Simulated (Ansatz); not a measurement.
AgW:
```
AgW
1.0
    0.00000     2.65048     2.65048
    2.65048     0.00000     2.65048
    2.65048     2.65048     0.00000
Ag W
1 1
Direct
  0.00000   0.00000   0.00000
  0.50000   0.50000   0.50000
```

Relaxed with r²SCAN. Special points in fractions of this cell's reciprocal vectors: Γ (0.000, 0.000, 0.000); X (0.500, 0.000, 0.500); U (0.625, 0.250, 0.625); K (0.375, 0.375, 0.750); L (0.500, 0.500, 0.500); W (0.500, 0.250, 0.750).

**Question.** List the band energies nearest the Fermi level at these points for the program Ansatz at the r²SCAN with spin–orbit coupling level (PAW).

**Answer.** In eV from the Fermi level; about four levels below and three above (degenerate sets whole), none deeper than 8.9 eV; points with the same levels are listed once.

```csv
k,below,above
Γ,-6.27 -6.27 -6.27 -6.27 -6.01 -6.01,0.57 0.57 0.57 0.57
X,-4.46 -4.46 -1.24 -1.24,0.16 0.16 1.23 1.23
U,-1.28 -1.28 -0.96 -0.96,0.04 0.04 1.15 1.15
L,-1.78 -1.78 -1.50 -1.50,0.67 0.67 0.96 0.96
W,-0.88 -0.88 -0.81 -0.81,1.40 1.40 2.97 2.97
```

Space group Fm-3m (rock salt). The start of the workflow was typed in or built on a structure type; neither database checked (COD, Materials Project) lists it. Its standing as an ambient phase is unchecked. Symmetry was held in the r²SCAN relaxation. At this level the phase is mechanically unstable. No spin polarisation was allowed. Its formation energy is positive at this level, so the cell may be metastable or incomplete.

Potentials: the later of the program's two PAW sets.
